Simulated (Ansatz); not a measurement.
Harmonic vibrational thermodynamics of Sn (diamond, Fd-3m) at fixed volume, the program Ansatz at the LDA level (PAW). The rows extrapolate the 0 K crystal and know nothing of melting or changes of phase.

```csv
T (K),F_vib (meV/atom),S (J/K per mol of atoms),C_V (J/K per mol of atoms)
50,20.7,8.6,11.4
100,13.4,___,___
200,-14.9,34.0,23.1
300,-55.4,43.6,24.1
400,___,50.6,___
600,-220.3,60.6,24.7
800,-353.6,67.7,24.8
1000,-499.9,___,___
```

Q: What belongs in the gaps?

A: 
- 1000, C_V (J/K per mol of atoms): 24.9
- 1000, S (J/K per mol of atoms): 73.3
- 400, F_vib (meV/atom): -104.4
- 400, C_V (J/K per mol of atoms): 24.5
- 100, S (J/K per mol of atoms): 19.2
- 100, C_V (J/K per mol of atoms): 18.9

This is a known low-temperature phase of the composition, computed here at zero pressure and temperature. Symmetry was held in the LDA relaxation; phonons on a q-mesh show no instability. Spin–orbit coupling is left out wherever it is not named.

Potentials: the earlier of the program's two PAW sets.
